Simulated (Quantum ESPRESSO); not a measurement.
**Kohn-Sham bands of CdSe (zinc blende)**

```
CELL_PARAMETERS angstrom
      0.00000     3.07027     3.07027
      3.07027     0.00000     3.07027
      3.07027     3.07027     0.00000
ATOMIC_POSITIONS crystal
  Cd 0.00000 0.00000 0.00000
  Se 0.25000 0.25000 0.25000
```

Structure: Materials Project mp-2691, symmetrised, not relaxed again. Not found in the COD (Crystallography Open Database) copy used, which has the formula in other groups; not checked further. Method: PBE plane waves in Quantum ESPRESSO 7.5 (PseudoDojo norm-conserving files, 82 Ry, no spin polarisation, no spin-orbit coupling), Bloch states on a 10×10×10 mesh through Γ, Wannier90 4.0.1. Density: 10×10×10 mesh, cold smearing 0.01 Ry. Spin-orbit coupling, left out, would split the p-like bands by a few tenths of an eV.

Energies are relative to the valence-band maximum; weights are on the orthonormalised atomic waves of the pseudopotential files, averaged over the group. 36 electrons a cell are treated as valence.

Problem. Into which isolated groups do the bands fall, where do they lie and what are they made of?

Solution. 
| bands | from (eV) | to (eV) | filling | weight on atomic waves |
|---|---|---|---|---|
| 1 | -101.64 | -101.64 | filled | Cd 4s 100 % |
| 2–4 | -62.70 | -62.70 | filled | Cd 4p 100 % |
| 5–9 | -46.66 | -46.65 | filled | Se 3d 100 % |
| 10 | -12.44 | -11.98 | filled | Se 4s 86 %, Cd 5s 7 %, Cd 4d 6 % |
| 11–15 | -7.84 | -7.04 | filled | Cd 4d 96 % |
| 16–18 | -4.22 | 0.00 | filled | Se 4p 81 %, Cd 5s 11 % |

The Kohn-Sham gap over both meshes and the path is 0.55 eV.
